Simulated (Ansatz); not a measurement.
**Property card for SrSnS₃**

SrSnS$_{3}$:
```xyz
20
Lattice="8.1150 0.0000 0.0000 0.0000 3.8677 0.0000 0.0000 0.0000 14.1108" Properties=species:S:1:pos:R:3 pbc="T T T"
Sr     3.3822     0.9669     9.5507
Sr     4.7328     2.9008     4.5601
Sr     0.6753     2.9008     2.4953
Sr     7.4397     0.9669    11.6155
Sn     1.4133     0.9669     6.2106
Sn     6.7017     2.9008     7.9002
Sn     2.6442     2.9008    13.2660
Sn     5.4708     0.9669     0.8448
S      0.2394     0.9669     8.5533
S      7.8756     2.9008     5.5575
S      3.8181     2.9008     1.4979
S      4.2969     0.9669    12.6129
S      1.1800     0.9669     0.0419
S      6.9349     2.9008    14.0689
S      2.8774     2.9008     7.0973
S      5.2375     0.9669     7.0135
S      2.4656     0.9669     3.9863
S      5.6494     2.9008    10.1245
S      1.5919     2.9008    11.0417
S      6.5231     0.9669     3.0691
```

Space group Pnma (No. 62); conventional cell a = 8.115 Å, b = 3.868 Å, c = 14.111 Å, α = 90.00°, β = 90.00°, γ = 90.00°.

Method: PBEsol in the plane-wave PAW code Ansatz. Geometry: relaxed at this level of theory. Other levels are named where they apply.

### Cell and energy

- Volume per atom = 22.14 Å³
- Density = 4.54 g/cm³
- Formation energy from the elements (no fitted shifts) = -1.16 eV/atom

### Electronic structure

- Band gap: 0.66 eV (indirect)
- Valence-band maximum: on the Y–Γ line, 61 % of the way from Y (k = 0.000, 0.193, 0.000 in fractions of the reciprocal vectors)
- Conduction-band minimum: on the Γ–X line, 56 % of the way from Γ (k = 0.281, 0.000, 0.000 in fractions of the reciprocal vectors) (2 equivalent valleys)
- Smallest direct gap on the standard path: 0.99 eV
- Electron effective mass: 0.31, 0.81, 1.6 mₑ (principal values)
- Electron effective mass with spin–orbit coupling: 0.31, 0.81, 1.6 mₑ (principal values)
- Hole effective mass: 0.50, 0.66, 14 mₑ (principal values)
- Hole effective mass with spin–orbit coupling: 0.50, 0.67, 17 mₑ (principal values)
- Gap with spin–orbit coupling: 0.67 eV

### Mechanics

Bulk modulus (Birch–Murnaghan fit): 56.8 GPa
Pressure derivative B′: 5.5
Elastic constants (relaxed ions, GPa): C11 = 79.4, C22 = 117, C33 = 91.2, C12 = 42.1, C13 = 44.9, C23 = 32.7, C44 = 34.4, C55 = 29.8, C66 = 41.4
Mechanical stability: stable (all eigenvalues of C positive)
Hill bulk and shear moduli: 58.2 and 31.1 GPa
Young's modulus: 79.2 GPa
Poisson's ratio: 0.27
Debye temperature from the elastic constants: 309 K

### Phonons

* **Highest zone-centre frequency (without LO–TO term)**: 325 cm⁻¹
* **Zone-centre stability**: no imaginary mode at Γ

The first step of the workflow began from a Materials Project structure, measured or hypothetical; the Crystallography Open Database copy checked does not list it. Its standing as an ambient phase is unchecked. The cell was relaxed with PBEsol under the symmetry of its start. The references are the lowest solids computed at this level, not always the standard phases. Scalar-relativistic: spin–orbit coupling is off unless named, which matters more the heavier the elements.

Potentials: the later of the program's two PAW sets.
